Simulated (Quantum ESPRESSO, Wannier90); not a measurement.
**Wannier functions of Ni3Ge (Cu3Au type)**

```yaml
crystal:
  lattice:
    - [3.53033, 0.00000, 0.00000]
    - [0.00000, 3.53033, 0.00000]
    - [0.00000, 0.00000, 3.53033]
  atoms:
    - { symbol: Ni, position: [0.50000, 0.00000, 0.50000] }
    - { symbol: Ni, position: [0.00000, 0.50000, 0.50000] }
    - { symbol: Ni, position: [0.50000, 0.50000, 0.00000] }
    - { symbol: Ge, position: [0.00000, 0.00000, 0.00000] }
```

Cell from Materials Project (mp-21008), symmetrised, no further relaxation. Not found in the COD (Crystallography Open Database) copy used; not checked further. Level: PBEsol, no spin polarisation, no spin-orbit coupling; pw.x of Quantum ESPRESSO at 79 Ry with PseudoDojo potentials, 6×6×6 k-points, Wannier90. Density: 10×10×10 mesh, cold smearing 0.01 Ry. A non-magnetic state is assumed; magnetic ones were not tried. Spin-orbit coupling, left out, would split the p-like bands by a few tenths of an eV.

Valence charges of the files: Ni 18, Ge 14. 63 bands were computed.

Isolated groups of bands, relative to the Fermi level (bands from 19 on overlap up to the last one computed):

```csv
bands,from (eV),to (eV),filling,weight on atomic waves
1–3,-102.86,-102.83,filled,Ni 3s 98 %
4–12,-63.46,-63.21,filled,Ni 3p 100 %
13–17,-24.69,-24.64,filled,Ge 3d 100 %
18,-12.56,-9.00,filled,"Ge 4s 59 %, Ni 4s 26 %, Ni 3d 7 %"
```

Wanted is a model with the orbitals Ni s p d, Ge s p, without the filled groups that are mainly made of other shells (semicore states, and anion s where it isn't named); all higher bands stay in for disentanglement.

**Question.** Give num_wann, exclude_bands and num_bands, and the number of electrons that the model holds.

**Answer.** Electrons: 3×18 + 1×14 = 68, or 34.0 bands' worth; no gap over 0.05 eV opens at the Fermi level at this level of theory.
num_wann = 3×9 + 1×4 = 31.
exclude_bands = 1-17, 17 bands, so num_bands = 63 − 17 = 46.
The model holds 68 − 2×17 = 34 electrons. With the window frozen to 1.50 eV it follows pw.x to 2.1 meV rms (states up to 1.0 eV relative to the Fermi level).
